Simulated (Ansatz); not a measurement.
Input and command of a plane-wave DFT calculation in Ansatz:

```yaml
crystal:
  lattice:
    - [3.1543602768, 0.0, 0.0]
    - [0.0, 3.1543602768, 0.0]
    - [0.0, 0.0, 25.3087205537]
  atoms:
    - { symbol: W, position: [0.5, 0.5, 0.3358526158] }
    - { symbol: W, position: [0.0, 0.0, 0.3981702717] }
    - { symbol: W, position: [0.5, 0.5, 0.4591284181] }
    - { symbol: W, position: [0.0, 0.0, 0.5233039978] }
    - { symbol: W, position: [0.5, 0.5, 0.5784891153] }
    - { symbol: F, position: [0.5, 0.5, 0.6793201438] }
basis:
  ecutwfc: 420
kpoints:
  mp_grid: { grid: [9, 9, 1] }
hamiltonian:
  xc: pbesol
scf:
  occupations: { method: gaussian, width: 0.1 }
output:
  forces: true
  stress: true
  eigenvalues: true
efield:
  axis: 3
  dipole_correction: true
  ramp_width: 0.04
```

```bash
ansatz run input.yaml --threads 2 --pin off --max-ram 5120MiB --backend cpu --events-out ev --progress --plain --runs-dir out
```

Processor: AMD EPYC 9R45 96-Core Processor (Zen 5), 2 threads, on a host shared with other jobs.

**Question.** How long does it run, and how much memory does it take?

**Answer.** About 2.9 s on 2 threads of AMD EPYC 9R45 96-Core Processor (Zen 5), on a shared host, peak memory 0.57 GiB. It solves 47 bands at 15 k points (the mesh reduced by symmetry) with about 4957 plane waves, in 11 SCF iterations.
